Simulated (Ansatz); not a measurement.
Data:

VO2:
```cif
data_O8V4
_chemical_formula_sum 'V4 O8'
_space_group_name_H-M_alt 'P 1'
_space_group_IT_number 1
_cell_length_a 9.26071
_cell_length_b 2.81058
_cell_length_c 4.80155
_cell_angle_alpha 90.000
_cell_angle_beta 90.000
_cell_angle_gamma 90.000
loop_
_space_group_symop_operation_xyz
  'x, y, z'
loop_
_atom_site_label
_atom_site_type_symbol
_atom_site_fract_x
_atom_site_fract_y
_atom_site_fract_z
_atom_site_occupancy
V1 V 0.63705 0.25000 0.41571 1
V2 V 0.36295 0.75000 0.58429 1
V3 V 0.86295 0.75000 0.91571 1
V4 V 0.13705 0.25000 0.08429 1
O1 O 0.52199 0.75000 0.28716 1
O2 O 0.47801 0.25000 0.71284 1
O3 O 0.97801 0.25000 0.78716 1
O4 O 0.02199 0.75000 0.21284 1
O5 O 0.23147 0.75000 0.87028 1
O6 O 0.76853 0.25000 0.12972 1
O7 O 0.26853 0.25000 0.37028 1
O8 O 0.73147 0.75000 0.62972 1
```
The run is spin-polarised; directions of the spins, atom by atom: ↑ ↑ ↑ ↑ 0 0 0 0 0 0 0 0.

This is the PBEsol-relaxed structure.

Problem. All from PBEsol (plane waves, PAW; program Ansatz), unless another level is named. Predict the electronic character.

Solution. metallic (no gap).

Problem. And the density of states at the Fermi level?

Solution. 0.50 states/eV per atom (mean over ±0.08 eV).

Problem. Next, the formation energy from the elements (no fitted shifts)?

Solution. -2.34 eV/atom.

Space group Pnma. The first step of the workflow began from a Materials Project structure, measured or hypothetical; the Crystallography Open Database copy checked does not list it. COD files the formula under space group No. 10, 12, 14, 136. Whether it is the stable phase at ambient conditions was not checked. The PBEsol relaxation kept the symmetry of its start; whether a distortion lowers the energy is not shown. The final state is ferromagnetic, chosen from 4 collinear starts compared on coarse meshes (ties went to the first, and starts can fall back to one state), not a proven ground state. No Hubbard U is applied. The compound may be a true metal, but semilocal functionals without U, or a wrong spin order, can also close a gap. The references are the lowest solids computed at this level, not always the standard phases (solids in place of the gases).

Potentials: the later of the program's two PAW sets.
